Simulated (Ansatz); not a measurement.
With DFT-PBE in the program Ansatz with PAW potentials, AlIr in the orthorhombic phase (Cmcm; Al on 4c, Ir on 4c) relaxes to a = 2.844 Å, b = 9.627 Å, c = 4.176 Å. Against the elements it lies at -0.63 eV/atom, with no fitted shifts.

Electronic character: metallic (no gap).

The start of the workflow was typed in or built on a structure type; neither database checked (COD, Materials Project) lists it. Whether it is the stable phase at ambient conditions was not checked. The cell was relaxed with PBE under the symmetry of its start; its stability against distortions is not shown here. The run is not spin-polarised. Axis ratios of metals converge slowly with the k-mesh, so a and c are less sure than the volume. The references are the lowest solids computed at this level, not always the standard phases. Spin–orbit coupling is left out wherever it is not named.

Potentials: the later of the program's two PAW sets.
